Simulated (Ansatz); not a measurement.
Data:

Zr (hcp, Mg type)

```
Zr
1.0
    6.46252     0.00000     0.00000
   -1.61563     2.79835     0.00000
    0.00000     0.00000     5.17316
Zr
4
Direct
  0.16667   0.66667   0.75000
  0.66667   0.66667   0.75000
  0.33333   0.33333   0.25000
  0.83333   0.33333   0.25000
```

A phonon eigenvector at M = (0.5, 0.0, 0.0) is frozen into this cell: atom i moves by Q times the vector below, so Q is the largest atomic displacement, in Å. The cell is held. (q is in reciprocal vectors of the primitive cell; the cell shown is doubled to hold the pattern.)

```tsv
atom	x	y	z
Zr1	-0.500	0.866	0.000
Zr2	0.500	-0.866	0.000
Zr3	0.500	-0.866	0.000
Zr4	-0.500	0.866	0.000
```

Computed with PBE (plane waves to 420 eV, PAW, scalar-relativistic; Ansatz, an electronic-structure program). k mesh 17×17×9 (Γ-centred), Fermi-Dirac smearing 0.05 eV. E stands for the smeared free energy. With partly filled bands, energies and forces of such displacements shift with the k mesh and the smearing. Zr is run without spin polarisation. Zr was relaxed with its symmetry unable to fall. The zero of ΔE is the undisplaced structure.

The scan covers Q from -0.100 to 0.100 Å in 13 points.

Question: Is this a single well or a double well?

Answer: A single well with its minimum at or next to zero displacement.

Question: Which space group does the distorted structure have?

Answer: Pbcm (No. 57), lowered from P6_3/mmc.

Question: What is the energy change at Q = 0.100 Å?

Answer: 150 meV/cell.

Question: What harmonic wavenumber does the curvature at Q = 0 give?

Answer: 151 cm⁻¹.

(A displaced cell: forces are minus the slopes of the energy, force constants its curvatures, and phonons follow from these.)
